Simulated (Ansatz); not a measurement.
Relaxed TiAl3 (D022 type, space group I4/mmm):

```
TiAl3
1.0
   -1.92294     1.92294     4.30997
    1.92294    -1.92294     4.30997
    1.92294     1.92294    -4.30997
Al Ti
3 1
Direct
  0.50000   0.50000   0.00000
  0.75000   0.25000   0.50000
  0.25000   0.75000   0.50000
  0.00000   0.00000   0.00000
```

In this cell atom 4 (Ti, nearest neighbour Al at 2.719 Å; its periodic images, 3.8 Å or more away, move with it) is moved by s along Cartesian z, unit vector (0.000, 0.000, 1.000); all other atoms and the cell stay fixed.

The numbers are results of PBE (plane waves to 420 eV, PAW, scalar-relativistic; Ansatz, a quantum-chemistry and plane-wave program), not measurements. k mesh 14×14×14 (Γ-centred), Fermi-Dirac smearing 0.05 eV. E stands for the smeared free energy. With partly filled bands, energies and forces of such displacements shift with the k mesh and the smearing. TiAl3 is run without spin polarisation. TiAl3 was relaxed with its symmetry unable to fall. ΔE is measured from the undisplaced structure. The last digit holds for this mesh only.

```json
[
 {"s (Å)": "-0.540", "ΔE (meV/cell)": "withheld"},
 {"s (Å)": "-0.432", "ΔE (meV/cell)": "714.8"},
 {"s (Å)": "-0.324", "ΔE (meV/cell)": "397.3"},
 {"s (Å)": "-0.216", "ΔE (meV/cell)": "175.0"},
 {"s (Å)": "-0.108", "ΔE (meV/cell)": "43.5"},
 {"s (Å)": "0.000", "ΔE (meV/cell)": "0.0"},
 {"s (Å)": "0.108", "ΔE (meV/cell)": "43.5"},
 {"s (Å)": "0.216", "ΔE (meV/cell)": "175.0"},
 {"s (Å)": "0.324", "ΔE (meV/cell)": "397.3"},
 {"s (Å)": "0.432", "ΔE (meV/cell)": "714.8"},
 {"s (Å)": "0.540", "ΔE (meV/cell)": "withheld"}
]
```

Task: Fit an even polynomial form (powers 2, 4) to the given rows and predict ΔE at s = -0.540.

Result: Least squares on the 9 given rows: ΔE = (3725)·s² + (561.6)·s⁴, in meV/cell with s in Å; root-mean-square residual 0.05 meV/cell. At -0.540 the fit gives 1134.0 meV/cell; the calculation gives 1132.1 meV/cell, so the extrapolation is off by 1.9 (+0.2 %). The quadratic term alone would give 1086.2 meV/cell.

(For displaced atoms, the force is minus the slope of the energy, and its curvature is a force constant, which sets phonon frequencies.)
